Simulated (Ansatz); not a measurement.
A geometry of SnO away from equilibrium: step 2 of the relaxation of a generated trial cell of SnO in the AFLOW prototype AB_cI16_199_a_a (B_a). Level of theory: r2SCAN (plane waves to 500 eV, PAW, scalar-relativistic; Ansatz, a program for electronic structure). Γ-centred k-mesh 5×5×5 on the run's cell (coarser than for final values), Fermi–Dirac smearing 0.05 eV. The plane waves were selected for a different cell earlier on the path.

```yaml
crystal:
  lattice:
    - [-3.15737, 3.15737, 3.15737]
    - [3.15737, -3.15737, 3.15737]
    - [3.15737, 3.15737, -3.15737]
  atoms:
    - { symbol: O, position: [0.92126, 0.92126, 0.92126] }
    - { symbol: O, position: [0.50000, 0.00000, 0.57874] }
    - { symbol: O, position: [0.00000, 0.57874, 0.50000] }
    - { symbol: O, position: [0.57874, 0.50000, 0.00000] }
    - { symbol: Sn, position: [0.46584, 0.46584, 0.46584] }
    - { symbol: Sn, position: [0.50000, 0.00000, 0.03416] }
    - { symbol: Sn, position: [0.00000, 0.03416, 0.50000] }
    - { symbol: Sn, position: [0.03416, 0.50000, 0.00000] }
```

Task: Give the Cartesian forces on all atoms (eV/Å).

Result: 
```json
[
 {"atom": "O1", "Fx": "-0.06", "Fy": "-0.06", "Fz": "-0.06"},
 {"atom": "O2", "Fx": "0.06", "Fy": "0.06", "Fz": "-0.06"},
 {"atom": "O3", "Fx": "0.06", "Fy": "-0.06", "Fz": "0.06"},
 {"atom": "O4", "Fx": "-0.06", "Fy": "0.06", "Fz": "0.06"},
 {"atom": "Sn5", "Fx": "1.66", "Fy": "1.66", "Fz": "1.66"},
 {"atom": "Sn6", "Fx": "-1.66", "Fy": "-1.66", "Fz": "1.66"},
 {"atom": "Sn7", "Fx": "-1.66", "Fy": "1.66", "Fz": "-1.66"},
 {"atom": "Sn8", "Fx": "1.66", "Fy": "-1.66", "Fz": "-1.66"}
]
```

The path ends in I2₁3 (No. 199). No spin polarisation in the result.

The run could not lose the symmetry of its start: the end is stationary, and may be a saddle point rather than a minimum.

The end of the path is a generated cell of SnO: the first start was made by placing the elements on the sites of a structure type, and the end was not matched to a known phase here, so it may be hypothetical. Known forms of SnO include space group No. 129.
